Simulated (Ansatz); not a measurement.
GaN:
```yaml
crystal:
  lattice:
    - [0.00000, 2.24907, 2.24907]
    - [2.24907, 0.00000, 2.24907]
    - [2.24907, 2.24907, 0.00000]
  atoms:
    - { symbol: Ga, position: [0.00000, 0.00000, 0.00000] }
    - { symbol: N, position: [0.25000, 0.25000, 0.25000] }
```

Relaxed with r²SCAN. Special points in fractions of this cell's reciprocal vectors: Γ (0.000, 0.000, 0.000); X (0.500, 0.000, 0.500); U (0.625, 0.250, 0.625); K (0.375, 0.375, 0.750); L (0.500, 0.500, 0.500); W (0.500, 0.250, 0.750).

Problem. List the band energies nearest the valence-band maximum at these points for r²SCAN (plane waves, PAW; program Ansatz).

Solution. In eV from the valence-band maximum; about four levels below and three above (degenerate sets whole), none deeper than 8.9 eV; … stands for higher levels left out; points with the same levels are listed once.

```
k              below        above
-  -----------------  -----------
Γ     0.00 0.00 0.00       2.17 …
X  -6.23 -2.80 -2.80  3.77 7.30 …
U  -5.96 -4.37 -2.25  5.48 8.61 …
L  -7.18 -1.00 -1.00  5.22 9.49 …
W  -5.78 -3.82 -3.72  6.74 9.21 …
```

Space group F-43m (zinc blende). The r²SCAN relaxation kept the symmetry of its start; phonons on a q-mesh show no instability. Scalar-relativistic: spin–orbit coupling is off unless named, which matters more the heavier the elements.

Potentials: the earlier of the program's two PAW sets.
